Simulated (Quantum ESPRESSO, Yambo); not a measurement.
# Levels of theory for the gap of SrMgH$_{4}$

SrMgH$_{4}$ (space group Cmc2_1, No. 36): one geometry, one set of LDA (Quantum ESPRESSO, PseudoDojo norm-conserving, 84 Ry, scalar-relativistic) orbitals, self-energies from Yambo (4×4×2 Γ-centred k mesh, bands 9 to 158 and a 6 Ry block in the screening, 158 bands in G with the Bruneval-Gonze terminator, plasmon pole fitted at 27.2 eV).

The geometry is that of Materials Project entry mp-643009, symmetrised and not relaxed again.

| level | gap (-0.5, -0.5, 0) → (0, 0.25, 0) (eV) | direct gap at (0.25, -0.5, 0) (eV) | rough Yambo cost |
|---|---|---|---|
| LDA (Quantum ESPRESSO) | 2.49 | 3.16 | – |
| exchange only (Hartree-Fock self-energy on LDA orbitals) | 9.91 | 10.72 | about 1/20 (16 states) |
| static COHSEX@LDA | 5.12 | 5.80 | within a factor of two (4 states) |
| G0W0@LDA, plasmon pole | 4.35 | 5.02 | 1 (16 states) |

Bare exchange has no screening and gives the widest gap; static COHSEX screens it but leaves out the frequency dependence, which G0W0 restores. The mesh misses a band edge: along a dense path the LDA gap is 2.39 eV against 2.49 eV on the mesh.

Costs are rough ratios of core time on shared machines.

Nearest settings tried, and what they do to the gap: 64 bands in W, 64 bands in G: +2 meV; 2 Ry block (53 vectors against 247): -309 meV. Not varied: mesh. So the settings aren't converged at that level.

The structure is a Materials Project entry; no match was found in the copy of COD used, and its stability was not checked.
